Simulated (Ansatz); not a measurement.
Level of theory: DFT PBE, scalar-relativistic, plane waves, PAW (Ansatz). Settings: cutoff 420 eV, Γ-centred meshes spaced at most about 0.3 Å⁻¹, and about 0.25 Å⁻¹ or finer for metals (2π included), Gaussian smearing. No spin polarisation in the final relaxations.

All energies are static (0 K, no zero-point motion). All come from trial cells, and lower structures may exist.

Task: Order these relaxed structures of BeCd₃S₂ by energy, lowest first, with the energy over the lowest of them.
A. Space group P-4m2 (No. 115), tetragonal, a = 3.747 Å, c = 9.020 Å. Around Be lie 4 Cd at 2.65 Å; Cd on a site of symmetry 2mm has 5 S at 2.66–2.79 Å, 10 Cd at 3.66–3.75 Å and 2 Be at 3.75 Å; Cd on a site of symmetry -4m2 is surrounded by 4 Be at 2.65 Å; S is surrounded by 5 Cd at 2.66–2.79 Å.
B. Space group P6/mmm (No. 191), hexagonal, a = 6.821 Å, c = 3.756 Å. Be has 2 Be at 3.76 Å, 12 Cd at 3.89 Å and 6 S at 3.94 Å (long against covalent radii, as for large ions); around Cd lie 4 S at 2.72 Å, 4 Cd at 3.41 Å, 2 Cd at 3.76 Å and 4 Be at 3.89 Å; around S lie 6 Cd at 2.72 Å, 5 S at 3.76–3.94 Å and 3 Be at 3.94 Å.
C. Space group P-4m2 (No. 115), tetragonal, a = 4.114 Å, c = 9.442 Å. Be is surrounded by 4 S at 2.46 Å and 4 Cd at 2.91 Å; around Cd on its first site lie 4 Cd at 2.91 Å; Cd on its second site is surrounded by 4 Cd at 2.91 Å; S is surrounded by 2 Be at 2.46 Å and 2 Cd at 2.46 Å; 1 more site not described.
D. Space group Cmmm (No. 65), orthorhombic, a = 4.968 Å, b = 8.785 Å, c = 6.317 Å. Be has 6 Cd at 2.89–2.91 Å; Cd on a site of symmetry mmm has 4 S at 2.52 Å, 4 Cd at 3.49 Å and 4 Be at 4.02 Å; Cd on a site of symmetry m2m is surrounded by 3 Cd at 2.87–2.96 Å, 3 Be at 2.89–2.91 Å, 4 S at 3.47 Å and 2 Cd at 3.49 Å; S has 2 S at 2.48 Å, 2 Cd at 2.52 Å and 4 Cd at 3.47 Å.

Result: C (0 meV/atom), A (134 meV/atom), D (471 meV/atom), B (503 meV/atom). Forms: C P-4m2; A P-4m2; D Cmmm; B P6/mmm. Counting S atoms around Be and Cd (those within 1.25 times the shortest such distance or 1.15 times the sum of covalent radii, 1.27 where that leaves under three; the shortest distance is added where it exceeds 1.18 times the sum of covalent radii; a slash parts the counts of unlike sites): C has Be 4 from 2.5 Å, Cd 4/4 from 3.9 Å; A has Be 4 from 3.5 Å, Cd 4 from 3.5 Å/5; D has Be 8 from 4.0 Å, Cd 4/4 from 3.5 Å; B has Be 6 from 3.9 Å, Cd 4.

No dispersion correction is applied, so the spacing and binding between layers, chains or molecules are poorly described (P-4m2 at 26.6 Å³/atom), and this can change margins and order among such cells. Cells relaxed within their symmetry can be saddle points. Some structure types and database cells were kept out of the candidates from the start, so a known form may be missing.
